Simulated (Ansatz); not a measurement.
The relaxed structure here is a generated cell of Be: the first start was made by placing the elements on the sites of a structure type, and the end was not matched to a known phase here, so it may be hypothetical. Known forms of Be include space group No. 194.

A relaxed cell of Be (P6/mmm (No. 191)), relaxed on a k-mesh at least as fine as the one used below. The numbers are results of r2SCAN (plane waves to 500 eV, PAW, scalar-relativistic; Ansatz, a quantum-chemistry and plane-wave program), not measurements. Γ-centred k-mesh 9×5×16 on the run's cell (coarser than for final values), Fermi–Dirac smearing 0.05 eV.

```
Be
1.0
    4.29724     0.00000     0.00000
   -4.29724     7.44303     0.00000
    0.00000     0.00000     2.00741
Be
6
Direct
  0.50000   0.00000   0.50000
  0.50000   0.50000   0.50000
  0.50000   0.25000   0.50000
  0.50000   0.75000   0.50000
  0.00000   0.25000   0.50000
  0.00000   0.75000   0.50000
```

The atoms are displaced by (Å):

| atom | ux | uy | uz |
|---|---|---|---|
| Be1 | 0.012 | -0.002 | 0.125 |
| Be2 | -0.008 | 0.076 | 0.071 |
| Be3 | -0.168 | -0.009 | -0.036 |
| Be4 | -0.034 | 0.066 | 0.117 |
| Be5 | -0.110 | -0.055 | -0.092 |
| Be6 | -0.033 | 0.086 | 0.023 |

Problem. What forces (eV/Å) and pressure result?

Solution. 
| atom | Fx | Fy | Fz |
|---|---|---|---|
| Be1 | -0.35 | 0.34 | 0.53 |
| Be2 | -0.17 | -0.29 | 0.21 |
| Be3 | 0.47 | -0.09 | -0.12 |
| Be4 | 0.20 | -0.37 | 0.21 |
| Be5 | -0.01 | 0.55 | -0.48 |
| Be6 | -0.13 | -0.14 | -0.35 |

Pressure +0.4 GPa.

The undisplaced cell is probably no minimum: from this displacement the run went on to P6₃/mmc (No. 194), 0.94 eV/atom below it.

No spin polarisation in the result.
